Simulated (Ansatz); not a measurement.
This Li₃Bi₂ structure is the end of a relaxation. The cell was found from a structure generator's guess, not taken from experiment.

Method: DFT PBE, scalar-relativistic, plane waves, PAW (Ansatz). Cutoff 420 eV, Γ-centred mesh, Gaussian smearing, no spin polarisation.

```
Li Bi
1.0
     5.36068    0.00000    0.00000
     0.00000    5.36068    0.00000
     0.00000    0.00000    5.46661
Li Bi
3 2
Cartesian
  2.6803 2.6803 2.7333
  0.0000 2.6803 0.0000
  2.6803 0.0000 0.0000
  0.0000 2.6803 2.7333
  2.6803 0.0000 2.7333
```

The zero of energy is the elements' standard structures at the same level; no fitted shifts are applied.

Problem. Find its symmetry and describe it.

Solution. P4/mmm (No. 123). Conventional cell: a = 5.361 Å, c = 5.467 Å. Li on a site of symmetry 4/mmm is surrounded by 4 Bi at 2.68 Å; Li on a site of symmetry mmm is surrounded by 2 Bi at 2.73 Å; Bi is surrounded by 4 Li at 2.68–2.73 Å.

Problem. What is its formation energy per atom?

Solution. −0.10 eV/atom. Whether it is stable depends on the other phases of the system, which aren't compared here.

Problem. Is it a metal?

Solution. Yes, bands cross the Fermi level on the 8×8×8 mesh.

The last run used an 8×8×8 mesh for its 5-atom cell and Gaussian smearing of 0.10 eV. These runs have no spin–orbit coupling, which can matter for Bi. A structure relaxed within its symmetry needn't be a true minimum.
